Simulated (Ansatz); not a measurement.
## Fields on a plane of ScCu (CsCl type)

```yaml
crystal:
  lattice:
    - [3.16596, 0.00000, 0.00000]
    - [0.00000, 3.16596, 0.00000]
    - [0.00000, 0.00000, 3.16596]
  atoms:
    - { symbol: Sc, position: [0.50000, 0.50000, 0.50000] }
    - { symbol: Cu, position: [0.00000, 0.00000, 0.00000] }
```

The slice is a {210} plane (indices of the conventional cell) through the point (0.000, 0.000, 0.000) (fractional), spanned by u = [100] and v = [021] in vectors of this cell: u (3.17 Å) and v (7.08 Å, at 90° to u). It covers one period; positions are fractions (u, v).

Atoms on it: Cu at (0.00, 0.00). Other atoms lie within 1 Å of the plane.

The numbers are results of LDA (plane waves to 420 eV, PAW, scalar-relativistic; Ansatz, an electronic-structure program), not measurements. k mesh 15×15×15. These are valence fields of a PAW run, semicore shells included where kept as valence: close to a nucleus they are smooth pseudo fields. ScCu is run without spin polarisation. ScCu was relaxed with its symmetry unable to fall. The relaxed volume of ScCu is well below the measured one.

```
|8877552211000011225577|
|5544331100000000113344|
|2222111100000000111122|
|1111110000000000001111|
|0000000011111111000000|
|0000001122333322110000|
|0000001133444433110000|
|0000001133333333110000|
|0000001111222211110000|
|0000000000111100000000|
|0000000000000000000000|
|0000000000000000000000|
|0000000000000000000000|
|0000000000111100000000|
|0000001111222211110000|
|0000001133333333110000|
|0000001133444433110000|
|0000001122333322110000|
|0000000011111111000000|
|1111110000000000001111|
|2222111100000000111122|
|5544331100000000113344|
|8877552211000011225577|
|9988552211000011225588|
```
Scale: ten equal steps from -0.96 (start of '0') to 1.84 (end of '9'), in the order '0123456789'. Values: log₁₀ of the valence density in e/Å³. The map has 11 points along u (two characters each, u = 0 at the left) and 24 along v (v = 0 in the bottom row). The scale is logarithmic, as a density can span decades between atoms and voids.

```
|xxxxxxxx##@@@@##xxxxxx|
|xxxxxx--##%%%%##--xxxx|
|xxxx--++********++--xx|
|******++--::::--++****|
|%%##**::  xxxx  ::**##|
|%%##==  xxxxxxxx  ==##|
|##**--  xxxxxxxx  --**|
|##**--  xxxxxxxx  --**|
|####++  xxxxxxxx  ++##|
|%%%%##==..    ..==##%%|
|@@@@%%##++====++##%%@@|
|@@@@@@%%**++++**%%@@@@|
|@@@@%%##++====++##%%@@|
|%%%%##==..    ..==##%%|
|####++  xxxxxxxx  ++##|
|##**--  xxxxxxxx  --**|
|##**--  xxxxxxxx  --**|
|%%##==  xxxxxxxx  ==##|
|%%##**::  xxxx  ::**##|
|******++--::::--++****|
|xxxx--++********++--xx|
|xxxxxx--##%%%%##--xxxx|
|xxxxxxxx##@@@@##xxxxxx|
|xxxxxxxx**@@@@**xxxxxx|
```
Scale: ten equal steps from 2.00 (start of ' ') to 10.79 (end of '@'), in the order ' .:-=+*#%@'. Values: electrostatic potential energy of an electron, from the cell's mean, in eV. The map has 11 points along u (two characters each, u = 0 at the left) and 24 along v (v = 0 in the bottom row). Points within 1 Å of a nucleus are blanked (x), as the pseudised field means little there. Values under 2 eV are set to 2. The zero, the cell's mean, hangs on the PAW cores.
